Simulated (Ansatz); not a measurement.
**Notes on W**

```
CELL_PARAMETERS angstrom
-1.57433 1.57433 1.57433
1.57433 -1.57433 1.57433
1.57433 1.57433 -1.57433
ATOMIC_POSITIONS crystal
W 0.00000 0.00000 0.00000
```

Single point in Ansatz 0.2.0 with r2SCAN, no spin polarisation. Cutoff 500 eV, PAW datasets, 15×15×15 Γ-centred k mesh, fermi-dirac filling (width 0.1 eV).

**Question.** What do density and ELF say about some of the short contacts?

**Answer.** W–W at 2.73 Å: least valence density 0.42 e/Å³ and ELF 0.37 there. These are pseudo-fields; inside the PAW spheres they differ from the all-electron ones.

**Question.** Metal or insulator?

**Answer.** It is a metal, with about 0.34 states/eV a cell as the mean within 0.25 eV of the Fermi level, mostly W d (84 %).

**Question.** What does the stress say?

**Answer.** The pressure is 6.4 GPa (compression positive), so with the atoms held at these fractions the cell would first expand.

Origin: a database entry at a rescaled volume.
